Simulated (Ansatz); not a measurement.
BaTiO$_{3}$ in space group Amm2 (No. 38; Ba on 2a, Ti on 2b, O on 4e, O on 2a), the program Ansatz at the LDA level (PAW). The conduction-band minimum lies at Γ, with 1 equivalent valley. Second derivatives d²E/dk² of the lowest band at one valley (eV·Å²), along Cartesian directions:

```
direction  d²E/dk²
---------  -------
[100]        18.19
[010]        7.656
[001]        11.12
[110]        12.92
[101]        14.65
[011]        9.334
```

Find the principal effective masses, the density-of-states mass and the conductivity mass.

Off-diagonal terms follow from H_xy = H[110] − (H_xx + H_yy)/2, and m*/mₑ = 7.620 eV·Å² over each eigenvalue: 0.42, 0.69, 1.00. One valley's DOS mass (m₁m₂m₃)^(1/3) = 0.66, conductivity mass 3/(Σ 1/mᵢ) = 0.62 mₑ.

What effective density of states Nc follows at 300 K for parabolic valleys?

Nc = 2.509e19 × 1 × (0.66)^(3/2) ≈ 1.3e19 cm⁻³.

This is a known low-temperature phase of the composition, computed here at zero pressure and temperature. Symmetry was held in the LDA relaxation. At this level the phase is dynamically unstable (imaginary phonons). No spin polarisation was allowed. Spin–orbit coupling is left out wherever it is not named.

Potentials: the earlier of the program's two PAW sets. The files were generated under PBE; for other functionals the program regenerates the frozen cores, and for LDA and PBEsol the local potential too.

Edges and masses are those of Kohn–Sham bands, whose gap is no quasiparticle gap.
